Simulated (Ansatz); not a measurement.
Single point in Ansatz 0.2.0 with PBE, no spin polarisation. Cutoff 420 eV, PAW datasets, 10×10×10 Γ-centred k mesh, fermi-dirac filling (width 0.1 eV).

Computed maps in the lattice plane spanned by a (left to right, 3.78 Å, 11 points from zero) and b (bottom to top, 3.78 Å, 11 points from zero), 90° apart, at height 0.500 along c. The fields are smooth PAW ones with compensation charges, not the true ones near nuclei.

Valence density. Digits on a logarithmic scale: 0 up to 0.03 e/Å³, each further digit a factor of 1.6, 9 from 1.3 e/Å³ up:
```
66777656665
67777766666
67757766666
67777666666
56776656665
55666566776
66666667777
66666677577
66666677777
65666567776
56666556666
```

ELF. Ten even steps from '0' (0.00) to '9' (0.66):
```
68989743444
89206953334
88004963334
79648853333
57998645654
54565468997
73333588469
84333694008
84333596029
64443479898
56887557886
```

Question: The cell is LuB2Os2. Which atoms lie within 0.2 Å of this plane, and where (fractions of a and b)?

Answer: B at (0.75, 0.25), B at (0.25, 0.75). The whole cell:
```
B Lu Os
1.0
     0.00000    3.77754    0.00000
     3.77754    0.00000    0.00000
     1.88877    1.88877   -4.38915
B Lu Os
2 1 2
Direct
  0.75000 0.25000 0.50000
  0.25000 0.75000 0.50000
  0.00000 0.00000 0.00000
  0.37500 0.37500 0.25000
  0.62500 0.62500 0.75000
```

Origin: a known structure type with other elements, at an estimated volume, so it need not be a known compound. Caveats: many states at the Fermi level without spin polarisation, so a magnetic state may lie lower; atoms or cell far from equilibrium.
